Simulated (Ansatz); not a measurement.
Given:

Mo$_{3}$Os:
```yaml
crystal:
  lattice:
    - [4.94187, 0.00000, 0.00000]
    - [0.00000, 4.94187, 0.00000]
    - [0.00000, 0.00000, 4.94187]
  atoms:
    - { symbol: Mo, position: [0.25000, 0.00000, 0.50000] }
    - { symbol: Mo, position: [0.75000, 0.00000, 0.50000] }
    - { symbol: Mo, position: [0.50000, 0.75000, 0.00000] }
    - { symbol: Mo, position: [0.50000, 0.25000, 0.00000] }
    - { symbol: Mo, position: [0.00000, 0.50000, 0.75000] }
    - { symbol: Mo, position: [0.00000, 0.50000, 0.25000] }
    - { symbol: Os, position: [0.00000, 0.00000, 0.00000] }
    - { symbol: Os, position: [0.50000, 0.50000, 0.50000] }
```

This is the PBEsol-relaxed structure.

All from DFT-PBEsol in the program Ansatz with PAW potentials, unless another level is named. Predict the formation energy from the elements (no fitted shifts).

0.009 eV/atom.

What about the density of states at the Fermi level?

0.97 states/eV per atom (mean over ±0.08 eV).

Space group Pm-3n (A15 (Cr3Si type)). The workflow started from a Materials Project entry (that database holds measured and hypothetical structures alike); the Crystallography Open Database files this formula in space group No. 223, but the cells were not matched. Its standing as an ambient phase is unchecked. Symmetry was held in the PBEsol relaxation; whether a distortion lowers the energy is not shown. No spin polarisation was allowed. The references are the lowest solids computed at this level, not always the standard phases. Spin–orbit coupling is left out wherever it is not named.

Potentials: the later of the program's two PAW sets.
